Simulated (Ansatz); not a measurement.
Input file for Ansatz (a first-principles code):

Ansatz 0.2 input:
```yaml
crystal:
  lattice:
    - [1.5866967889, 0.9160798182, 6.2718037254]
    - [-1.5866967889, 0.9160798182, 6.2718037254]
    - [0.0, -1.8321596364, 6.2718037254]
  atoms:
    - { symbol: W, position: [0.999331935, 0.999331935, 0.999331935] }
    - { symbol: S, position: [0.5830973596, 0.5830973596, 0.5830973596] }
    - { symbol: S, position: [0.7488677053, 0.7488677053, 0.7488677053] }
kpoints:
  mp_grid: { grid: [10, 10, 10] }
hamiltonian:
  xc: r2scan
  dispersion: d4
  pseudopotentials: { kind: paw }
scf:
  occupations: { method: fixed }
checkpoint: { read: static.run }
output: { bader: true, populations: true }
```

Output (shortened):

```
basis.fft_grid_basis auto: the FFT boxes are laid along the combinations [[1, 0, -1], [0, 1, -1], [0, 0, 1]] of the cell's own vectors, 3.173, 3.173 and 6.534 …
Pseudopotential: W, paw, valence charge 14
Pseudopotential: S, paw, valence charge 6
Functional definition: r2SCAN
Crystal: 3 atoms, lattice volume = 54.698 Å³
Basis set: ecut = 500 eV, 1391 PW (Γ), FFT grids on a1−a3, a2−a3, a3, exchange–correlation on 96×96×192 points (64 copies of the dense FFT grid, shifted against one another)
Bands: 17, of which v1, the nominal top of the filled ones, is band 13 counted from 1 (12 counted from 0)
Symmetry: 6 space group operations
Space group: R3m (ITA 160), of the structure as read, at distance tolerance 3.8e-5 Å
k-points: 116 of 1000 (time reversal used)
Stability of the state it starts from, as read at its close in the unpolarized treatment …
iter 1 solved again at ethr=3.61e-7 eV; its pass at ethr=3.10e-3 eV (dr2=9.40e-5 eV) is discarded
SCF iter   1: F=—  HF=-12212.105163 eV  |F-HF|=—  |Δ(HF+E_count)|=         —  Δρ=9.03e-7  dr2=3.96e-10  dr2_τ=4.78e-11  ethr=3.61e-7  ⟨swp⟩=3.0  Hψ=15199  notcnv=0  defer=232
preconditioner: auto → none
SCF iter   2: F=-12212.105163 eV  HF=-12212.105163 eV  |F-HF|=2.13e-10  |Δ(HF+E_count)|=  8.19e-11  Δρ=5.26e-7  dr2=2.86e-10  dr2_τ=5.50e-11  ethr=1.52e-12  ⟨swp⟩=10.2  Hψ=11310  notcnv=0
SCF 1 converged in 2 iterations: F = -12212.105163 eV  dr2 = 2.86e-10
SCF converged after 2 iterations
Free energy (F): -12212.105163 eV
Harris-Foulkes:  -12212.105163 eV  (|F-HF|=2.13e-10)
Internal energy: -12212.105163 eV  (E = F + TS)
E sigma→0 (E₀):  -12212.105163 eV
Fermi energy:    11.149474 eV
--- Per-component energies (eV) ---
  E_band       = -218.597401
  E_kinetic    = 667.015343
  E_local      = -1839.761512  (includes V_loc(G=0)·N_el)
  E_nonlocal   = 57.794351
  E_hartree    = 733.952480
  E_xc         = -433.499481
  E_vxc        = -450.202011  (∫ρ·V_xc dr)
  E_paw        = -9812.217362  (= ΣΔE_a)
  E_vpaw       = -143.609455  (= ΣTr[D̂ρ^β])
  E_aug_tail   = -0.000048  (compensation charges beyond the density's cutoff)
  E_vtau       = 22.261180  (kinetic-family band-sum trace: ∫τ·v_τ [+ j·A + Jᵃ·Aᵃ] dr)
  E_ewald      = -1584.117319
  E_disp       = -0.464134  (pairwise vdW)
  E_core_change = -0.807482  (= ΣΔE_core)
  E_smearing   =  0.000000  (= −TS)
  E_closure    =  0.000000  (closes the sum)
  Σ components = -12212.105163   (vs F -12212.105163, Δ=0.00e0)
  [band-id]    e_kinetic+e_local+e_nonlocal+2·e_hartree+e_vxc+e_vpaw+e_augmentation_tail+e_vtau = -218.597192   (vs E_band -218.597401, Δ=2.09e-4)
--- Band table (eV; the first three rows and the last of 116) ---
  k-point 0: bands = ["-65.3947", "-29.0386", "-28.8726", "-28.8726", "-5.1605", "-3.1483", "3.3467", "7.4157", "7.4157", "8.6884", "8.6884", "9.3955", "10.0019", "13.5249", "13.5249", "13.7820", "13.7820"]
  k-point 1: bands = ["-65.3929", "-29.0320", "-28.9086", "-28.8809", "-4.9861", "-3.0979", "3.5587", "6.9936", "7.5841", "8.0603", "8.4246", "9.5792", "10.0305", "13.2998", "13.5201", "13.6312", "13.8377"]
  k-point 2: bands = ["-65.3880", "-29.0145", "-29.0018", "-28.9026", "-4.5004", "-2.9576", "4.0987", "6.0979", "7.0830", "7.8577", "8.0322", "9.3618", "9.7951", "12.7175", "13.3668", "13.8907", "14.4536"]
  k-point 115: bands = ["-65.3947", "-29.0387", "-28.8726", "-28.8726", "-4.9825", "-3.4939", "4.2586", "7.3111", "7.4020", "7.4020", "8.7166", "8.7166", "11.1495", "13.5980", "13.5980", "13.6711", "13.6711"]
--- Löwdin populations: 3 sites ---
  site symbol       q [e]
     0      W     13.5067
     1      S      6.1293
     2      S      6.1265
  spilling = 0.009133 (of n_electrons = 26.000000)
--- Bader charges: 3 sites ---
  site symbol  charge [e]  shift [e]
     0      W      1.4592     0.0047
     1      S     -0.7303     0.0023
     2      S     -0.7289     0.0023
  shift: an alarm, by how much a part of what the PAW files miss would move the charge. Where it is large, compare
  with a run on PAW files of another source; a small one proves nothing
  estimated error of the sums over rays = 8.4e-4 e
```

Cost: very roughly 30 core-seconds on shared cores.

The workflow started from a Materials Project entry (that database holds measured and hypothetical structures alike); the Crystallography Open Database files this formula in space group No. 160, but the cells were not matched. It is not the phase usual at ambient conditions (space group No. 194). The r²SCAN+D4 relaxation kept the symmetry of its start; whether a distortion lowers the energy is not shown. No spin polarisation was allowed. Scalar-relativistic: spin–orbit coupling is off unless named, which matters more the heavier the elements.

Potentials: the later of the program's two PAW sets.

Ansatz is a plane-wave DFT program.
